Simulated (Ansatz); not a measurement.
Relaxed-ion elastic tensor of Na (diamond, Fd-3m) in GPa (Voigt order), r²SCAN (plane waves, PAW; program Ansatz); density 0.68 g/cm³, 55.95 Å³ per atom.

|  | 1 | 2 | 3 | 4 | 5 | 6 |
|---|---|---|---|---|---|---|
| 1 | -0.3 | 4.0 | 4.0 | 0.0 | 0.0 | 0.0 |
| 2 | 4.0 | -0.3 | 4.0 | 0.0 | 0.0 | 0.0 |
| 3 | 4.0 | 4.0 | -0.3 | 0.0 | 0.0 | 0.0 |
| 4 | 0.0 | 0.0 | 0.0 | -6.5 | 0.0 | 0.0 |
| 5 | 0.0 | 0.0 | 0.0 | 0.0 | -6.5 | 0.0 |
| 6 | 0.0 | 0.0 | 0.0 | 0.0 | 0.0 | -6.5 |

Task: Is the crystal mechanically stable?

Result: No: the smallest eigenvalue of C is -6.5 GPa.

The start of the workflow was typed in or built on a structure type; neither database checked (COD, Materials Project) lists it. It is not the phase usual at ambient conditions (space group No. 229). The cell was relaxed with r²SCAN under the symmetry of its start. At this level the phase is mechanically unstable. As this level gives no gap, shear constants depend on the k-mesh and smearing (Fermi–Dirac, 0.1 eV here).

Potentials: the later of the program's two PAW sets.
